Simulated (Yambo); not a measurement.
Yambo run on Sr₂OsH₆ (space group Fm-3m, No. 225). The wavefunctions come from this Quantum ESPRESSO step (LDA, PseudoDojo standard norm-conserving files, scalar-relativistic):

```
&CONTROL
  calculation = 'nscf'
  pseudo_dir = './pseudo'
  outdir = './out'
/
&SYSTEM
  ibrav = 0
  nat = 9
  ntyp = 3
  ecutwfc = 74.0
  ecutrho = 296.0
  occupations = 'fixed'
  force_symmorphic = .true.
  nbnd = 162
/
&ELECTRONS
  conv_thr = 9.000000000000001e-09
  diago_full_acc = .true.
  diago_thr_init = 1e-08
/
ATOMIC_SPECIES
H 1.0080 H.upf
Sr 87.6200 Sr.upf
Os 190.2300 Os.upf
CELL_PARAMETERS angstrom
  0.000000000000   3.812280000000   3.812280000000
  3.812280000000   0.000000000000   3.812280000000
  3.812280000000   3.812280000000   0.000000000000
ATOMIC_POSITIONS crystal
H   0.773850000000   0.773850000000   0.226150000000
H   0.226150000000   0.226150000000   0.773850000000
H   0.226150000000   0.773850000000   0.773850000000
H   0.773850000000   0.226150000000   0.226150000000
H   0.773850000000   0.226150000000   0.773850000000
H   0.226150000000   0.773850000000   0.226150000000
Sr   0.750000000000   0.750000000000   0.750000000000
Sr   0.250000000000   0.250000000000   0.250000000000
Os   0.000000000000   0.000000000000   0.000000000000
K_POINTS automatic
4 4 4 0 0 0
```

Yambo input:

```
rim_cut
gw0
dyson
el_el_corr
HF_and_locXC
ppa
em1d
RandQpts= 1000000
RandGvec= 1 Ry
EXXRLvcs= 74 Ry
VXCRLvcs= 296 Ry
Chimod= "HARTREE"
% BndsRnXp
 5 | 159 |
%
NGsBlkXp= 7 Ry
% LongDrXp
 1.0 | 1.0 | 1.0 |
%
PPAPntXp= 27.2114 eV
% GbndRnge
 1 | 159 |
%
GTermKind= "BG"
DysSolver= "n"
ExtendOut
% QPkrange
 1 | 1 | 21 | 22 |
 3 | 3 | 21 | 22 |
 7 | 7 | 21 | 22 |
 8 | 8 | 21 | 22 |
%
```

k points by index: 1 = Γ, 3 = L, 7 = X, 8 = W.

Table of the .qp output:

```
#    K-point    Band    Eo [eV]    E [eV]    E-Eo [eV]    Vxc [eV]    Vnlxc [eV]    Sc|Eo [eV]    Sc|E [eV]    dSc/dw|Eo [eV]    Re(Z)    Im(Z)
#
    1    21    0.000000    -0.403859    -0.403859    -16.97136    -20.21978    2.737863    2.844555    -7.186130    0.791082    -0.001753
    1    22    3.808398    4.518420    0.710021    -9.037617    -4.481819    -3.710047    -3.845777    -5.201390    0.839526    -0.621240E-3
    3    21    -0.097506    -0.487688    -0.390182    -16.69974    -19.87121    2.678257    2.781285    -7.182107    0.791173    -0.001955
    3    22    3.846355    4.645140    0.798785    -9.635462    -4.926252    -3.756198    -3.910425    -5.253182    0.838186    -0.001127
    7    21    -0.066468    -0.431813    -0.365344    -16.85288    -19.99610    2.681093    2.777878    -7.205668    0.790632    -0.001830
    7    22    2.251652    3.191677    0.940025    -12.64442    -8.058468    -3.451369    -3.645926    -5.631317    0.828535    -0.001188
    8    21    -0.053459    -0.419537    -0.366078    -16.90704    -20.07033    2.700169    2.797214    -7.210590    0.790519    -0.001817
    8    22    2.590407    3.524551    0.934145    -12.29267    -7.675523    -3.490536    -3.682998    -5.605743    0.829181    -0.001187
```
(The two width columns are left out.) Convergence of these settings isn't established.

Spin-orbit coupling is not included.

Geometry of the Materials Project entry, not relaxed at this level.

The structure is a Materials Project entry; no match was found in the copy of COD used, and its stability was not checked.
